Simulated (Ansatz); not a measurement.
# Sr6MgAg, before and after

A trial structure of Sr6MgAg was built thus: random cell by space group and Wyckoff sites (R-3m, No. 166). The dimensions are guesses.

POSCAR.start

```
Sr Mg Ag
1.0
     3.98861    2.30282    4.42976
    -3.98861    2.30282    4.42976
     0.00000   -4.60565    4.42976
Sr Mg Ag
6 1 1
Direct
  0.20458 0.79542 0.50000
  0.50000 0.20458 0.79542
  0.79542 0.50000 0.20458
  0.79542 0.20458 0.50000
  0.50000 0.79542 0.20458
  0.20458 0.50000 0.79542
  0.50000 0.50000 0.50000
  0.00000 0.00000 0.00000
```

Level of theory: DFT PBE, scalar-relativistic, plane waves, PAW in Ansatz 0.2.0. Cutoff 420 eV, Gaussian smearing, Γ-centred meshes. Cell and atoms relax first on a coarse mesh and then on a finer one. In between, the cell is made exact in the group found at 0.06 Å. In metals the finer mesh still leaves noise of several meV/atom or more. The steps can't lower the symmetry of their start. No spin polarisation.

POSCAR.end

```
Sr Mg Ag
1.0
     5.51995    3.18694    3.74902
    -5.51995    3.18694    3.74902
     0.00000   -6.37388    3.74902
Sr Mg Ag
6 1 1
Direct
  0.16215 0.83785 0.50000
  0.50000 0.16215 0.83785
  0.83785 0.50000 0.16215
  0.83785 0.16215 0.50000
  0.50000 0.83785 0.16215
  0.16215 0.50000 0.83785
  0.50000 0.50000 0.50000
  0.00000 0.00000 0.00000
```

The symmetry stays R-3m (No. 166). The volume per atom grows by 62.1 %, from 30.5 to 49.5 Å³. The shortest distance goes from 2.36 Å (Sr–Mg and Sr–Sr) to 3.58 Å (Sr–Sr). The ratio c/a of the conventional cell changes by a factor of 0.61. The energy falls by about 3.0 eV/atom (the start's value is from the coarse mesh).

* Volume per atom: 49.46 Å³
* Density: 2.76 g/cm³
* Energy over the elements: +0.44 eV/atom
* Gap on the 6×6×6 mesh of the 8-atom cell: 0 eV (a metal)

Energies over the elements count from the elements' standard structures at the same level, with no fitted energy shifts. The separate elements lie lower, so it is unstable against them.

The last run used Gaussian smearing of 0.10 eV. The cell is a metal run without spin; a magnetic state may lie lower. A structure relaxed within its symmetry needn't be a true minimum. In all, the 3 runs took 94 s on 1 thread of AMD EPYC 9R45 96-Core Processor (Zen 5), with other jobs on the host.
